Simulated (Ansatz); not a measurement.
Na:
```cif
data_Na2
_chemical_formula_sum 'Na2'
_space_group_name_H-M_alt 'P63/mmc'
_space_group_IT_number 194
_space_group_name_Hall '-P 6c 2c'
_cell_length_a 3.77826
_cell_length_b 3.77826
_cell_length_c 6.10752
_cell_angle_alpha 90.000
_cell_angle_beta 90.000
_cell_angle_gamma 120.000
loop_
_atom_site_label
_atom_site_type_symbol
_atom_site_symmetry_multiplicity
_atom_site_Wyckoff_symbol
_atom_site_fract_x
_atom_site_fract_y
_atom_site_fract_z
_atom_site_occupancy
Na1 Na 2 c 0.33333 0.66667 0.25000 1
```

Relaxed at zero pressure with the program Ansatz at the r²SCAN level (PAW).

The volume is raised by 3 % and shape and atoms relax at that volume. What pressure results, and how do the axes share the change?

-0.2 GPa; a 0.1 %, b 0.1 %, c 2.8 %; the energy rises by 0 meV/atom.

Give the new structure.


Space group P6₃/mmc (No. 194); a = 3.782 Å, b = 3.782 Å, c = 6.278 Å, α = 90.00°, β = 90.00°, γ = 120.00°

| atom | site | symmetry | x | y | z |
|---|---|---|---|---|---|
| Na | 2c | -6m2 | 0.3333 | 0.6667 | 0.2500 |

The phase is kept; no other phase was compared at this pressure.

Space group P6_3/mmc (hcp (Mg type)). The first step of the workflow began from a Materials Project structure, measured or hypothetical; the Crystallography Open Database files this formula in space group No. 194, but the cells were not matched. It is not the phase usual at ambient conditions (space group No. 229). The cell keeps a stress of up to 0.2 GPa. The cell was relaxed with r²SCAN under the symmetry of its start; of distortions, only those at the zone centre were tested. Axis ratios of metals converge slowly with the k-mesh, so a and c are less sure than the volume.

Potentials: the later of the program's two PAW sets.
